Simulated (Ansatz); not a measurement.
# Calculated with Ansatz: LaMgGa, settings compared

The command:

```bash
ansatz run input.yaml --threads 1 --pin off --max-ram 2560MiB --backend cpu --events-out ev --progress --plain --runs-dir out
```

input.yaml:

```yaml
crystal:
  lattice:
    - [7.61869232, 0.0, 0.0]
    - [-3.80934616, 6.59798599, 0.0]
    - [0.0, 0.0, 4.60609181]
  atoms:
    - { symbol: Ga, position: [0.3333, 0.6667, 0.5] }
    - { symbol: Ga, position: [0.6667, 0.3333, 0.5] }
    - { symbol: Ga, position: [0.0, 0.0, 0.0] }
    - { symbol: Mg, position: [0.2415, 0.0, 0.5] }
    - { symbol: Mg, position: [0.7585, 0.7585, 0.5] }
    - { symbol: Mg, position: [0.0, 0.2415, 0.5] }
    - { symbol: La, position: [0.57829, 0.0, 0.0] }
    - { symbol: La, position: [0.42171, 0.42171, 0.0] }
    - { symbol: La, position: [0.0, 0.57829, 0.0] }
  symmetry: { tolerance: 0.0003 }
kpoints:
  mp_grid: { grid: [3, 3, 4], shift: [0, 0, 0] }
magnetization:
  spin_polarized: false
scf:
  occupations: { method: fermi_dirac }
hamiltonian:
  pseudopotentials: { kind: paw }
  xc: r2scan
basis:
  ecutwfc: 500
output:
  forces: true
  stress: true
  eigenvalues: true
  write_density: true
  write_potential: true
  elf: true
  volumetric_format: npy
```

Origin of the cell: a database entry, scaled a little.

The smearing width isn't typed, so it takes its default of 0.1 eV.

Output of this run (shortened):

```
SCF iter   1: F=—  HF=-35948.848383 eV  Δρ=8.89e-3  dr2=3.06e-1  dr2_τ=1.28e-2
SCF iter   2: F=—  HF=-35948.991337 eV  Δρ=4.38e-3  dr2=9.82e-2  dr2_τ=1.22e-3
SCF iter   3: F=—  HF=-35948.973673 eV  Δρ=2.20e-3  dr2=2.18e-2  dr2_τ=3.33e-4
SCF iter   4: F=—  HF=-35948.969392 eV  Δρ=6.01e-4  dr2=1.38e-3  dr2_τ=3.31e-5
SCF iter   5: F=—  HF=-35948.969463 eV  Δρ=2.09e-4  dr2=2.00e-4  dr2_τ=3.27e-6
SCF iter   6: F=—  HF=-35948.969518 eV  Δρ=6.59e-5  dr2=1.68e-5  dr2_τ=1.79e-7
SCF iter   7: F=—  HF=-35948.969425 eV  Δρ=2.27e-5  dr2=2.17e-6  dr2_τ=1.08e-8
SCF iter   8: F=—  HF=-35948.969426 eV  Δρ=1.30e-5  dr2=5.17e-7  dr2_τ=4.86e-9
SCF iter   9: F=—  HF=-35948.969426 eV  Δρ=5.82e-6  dr2=9.84e-8  dr2_τ=9.98e-10
SCF iter  10: F=-35948.969426 eV  HF=-35948.969426 eV  Δρ=2.29e-6  dr2=1.78e-8  dr2_τ=7.17e-11
SCF 1 converged in 10 iterations: F = -35948.969426 eV  dr2 = 1.78e-8
SCF converged after 10 iterations
Free energy (F): -35948.969426 eV
Harris-Foulkes:  -35948.969426 eV  (|F-HF|=3.03e-9)
Internal energy: -35948.848634 eV  (E = F + TS)
E sigma→0 (E₀):  -35948.909030 eV
Entropy (-TS):   -0.120792 eV (-13.421 meV/atom)
Fermi energy:    9.240266 eV
--- Per-component energies (eV) ---
  E_band       = -1337.219300
  E_kinetic    = 1143.616145
  E_local      = -11927.956637  (includes V_loc(G=0)·N_el)
  E_nonlocal   = 1837.884361
  E_hartree    = 4957.950695
  E_xc         = -664.274610
  E_vxc        = -777.264867  (∫ρ·V_xc dr)
  E_paw        = -23200.374814  (= ΣΔE_a)
  E_vpaw       = -1571.459533  (= ΣTr[D̂ρ^β])
  E_aug_tail   = -0.000132  (compensation charges beyond the density's cutoff)
  E_vtau       = 42.065742  (kinetic-family band-sum trace: ∫τ·v_τ [+ j·A + Jᵃ·Aᵃ] dr)
  E_ewald      = -8093.861346
  E_core_change = -1.832297  (= ΣΔE_core)
  E_smearing   = -0.120792  (= −TS)
  Σ components = -35948.969426   (vs F -35948.969426, Δ=0.00e0)
--- Forces (eV/Å), atoms counted from 1 ---
  atom   1  Ga    -0.000000    -0.000000     0.000000
[… 3 lines left out …]
  atom   5  Mg     0.020880     0.036164     0.000000
  atom   6  Mg     0.020880    -0.036164    -0.000000
  atom   7  La     0.004281    -0.000000     0.000000
  atom   8  La    -0.002140    -0.003707    -0.000000
  atom   9  La    -0.002140     0.003707     0.000000
  max |Σ_I F_I| component: 1.19e-17 eV/Å
--- Stress (GPa, compression-positive) ---
       -0.459925      -0.000000       0.000000
       -0.000000      -0.459925       0.000000
        0.000000       0.000000       0.373800
  P = ⅓ Tr σ = -0.1820 GPa (-1.820 kbar)
```

The same input was run again with these changes:

1. `kpoints.mp_grid.grid` [3, 3, 4] → [4, 4, 6]; `basis.ecutwfc` 500 → "29.4 Ry"; `hamiltonian.xc` r2scan → pbesol
2. `scf.occupations.method` fermi_dirac → tetrahedron_uncorrected; `scf.convergence.dr2_threshold` default → 0.0001; `basis.ecutwfc` 500 → "29.4 Ry"
3. `kpoints.mp_grid.grid` [3, 3, 4] → [2, 2, 2]; `kpoints.mp_grid.shift` [0, 0, 0] → [0.5, 0.5, 0.5]
4. `basis.ecutwfc` 500 → "200 eV"

```json
{"run": "base", "end": "converged", "SCF iterations": "10", "P (GPa)": "-0.18", "max force component (eV/Å)": "0.042", "moment (μB)": "–", "ΔE(σ→0) (meV/atom)": "0"}
{"run": "1", "end": "converged", "SCF iterations": "8", "P (GPa)": "-2.06", "max force component (eV/Å)": "0.022", "moment (μB)": "–", "ΔE(σ→0) (meV/atom)": "–"}
{"run": "2", "end": "converged", "SCF iterations": "7", "P (GPa)": "-0.12", "max force component (eV/Å)": "0.031", "moment (μB)": "–", "ΔE(σ→0) (meV/atom)": "3.75"}
{"run": "3", "end": "converged", "SCF iterations": "9", "P (GPa)": "-0.17", "max force component (eV/Å)": "0.146", "moment (μB)": "–", "ΔE(σ→0) (meV/atom)": "-66.26"}
{"run": "4", "end": "converged", "SCF iterations": "9", "P (GPa)": "0.53", "max force component (eV/Å)": "0.057", "moment (μB)": "–", "ΔE(σ→0) (meV/atom)": "3840.65"}
```

Energies are compared only where functional, datasets, charge and starting cell are the same.

Not properties of the system: run 2 (too coarse or loose: `scf.convergence.dr2_threshold` = 0.0001), run 3 (too coarse or loose: `kpoints.mp_grid.grid` = [2, 2, 2]), run 4 (too coarse or loose: `basis.ecutwfc` = "200 eV").

Caveats of the base run: no spin-orbit coupling, though heavy elements are present; the k mesh is coarse if the cell is a metal.

Run 1: the cutoff lies below the datasets' advice.
Run 2: the SCF threshold is loose for forces; the cutoff lies below the datasets' advice.
Run 3: the k mesh keeps only part of the crystal's symmetry.
Run 4: the cutoff lies below the datasets' advice.

The base run ran for 30 s on 1 thread of Intel(R) Xeon(R) Platinum 8488C (Sapphire Rapids) (shared host), peak memory 1.1 GiB, from the program's own first density.
